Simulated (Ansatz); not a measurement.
# CaMoI: reading a single point

```
Ca Mo I
1.0
     4.22818    0.00000    0.00000
     0.00000    4.22818    0.00000
     0.00000    0.00000    9.28621
Ca Mo I
2 2 2
Direct
  0.00000 0.50000 0.16000
  0.50000 0.00000 0.84000
  0.00000 0.00000 0.00000
  0.50000 0.50000 0.00000
  0.00000 0.50000 0.67500
  0.50000 0.00000 0.32500
```

Method: PBE, no spin polarisation; PAW, plane waves to 420 eV, 8×8×4 Γ-centred mesh, fermi-dirac occupations (width 0.1 eV) (Ansatz 0.2.0), atoms fixed.

Q: What does the stress say?

A: The pressure is 7.3 GPa (compression positive), so with the atoms held at these fractions the cell would first expand; the forces are large, so a full relaxation may end otherwise. The principal stresses 4.0, 4.0, 13.9 GPa differ, so its shape would change too.

Q: What is the formation energy?

A: 1.15 eV an atom against the elements' usual phases (free molecules for gases, crystals otherwise, with no correction for O₂ or N₂), so at this geometry it isn't bound against them. Relaxing would lower it.

Q: Metal or insulator?

A: It is a metal, with about 9.3 states/eV a cell as the mean within 0.25 eV of the Fermi level, mostly Mo d (70 %).

Q: How is the charge shared?

A: Bader charges in e: Ca +0.97, Mo -0.37, I -0.59. In the mean Ca gives up most and I takes most.

Q: Describe some of the short contacts.

A: Ca–Mo at 2.58 Å: least valence density 0.30 e/Å³ and ELF 0.11 there. Mo–Mo at 2.99 Å: least valence density 0.30 e/Å³ and ELF 0.36 there. I–Ca at 3.36 Å: least valence density 0.09 e/Å³ and ELF 0.06 there. These are pseudo-fields; inside the PAW spheres they differ from the all-electron ones.

Q: Which atom feels the largest force, and which way?

A: The largest is on Ca1 (and as large on other atoms): 5.54 eV/Å, components (0.00, 0.00, 5.54). It makes 125° with the line to a nearest neighbour, Mo3 at 2.58 Å.

Origin: a known structure type with other elements, at an estimated volume, so it need not be a known compound. Caveats: many states at the Fermi level without spin polarisation, so a magnetic state may lie lower; atoms or cell far from equilibrium.
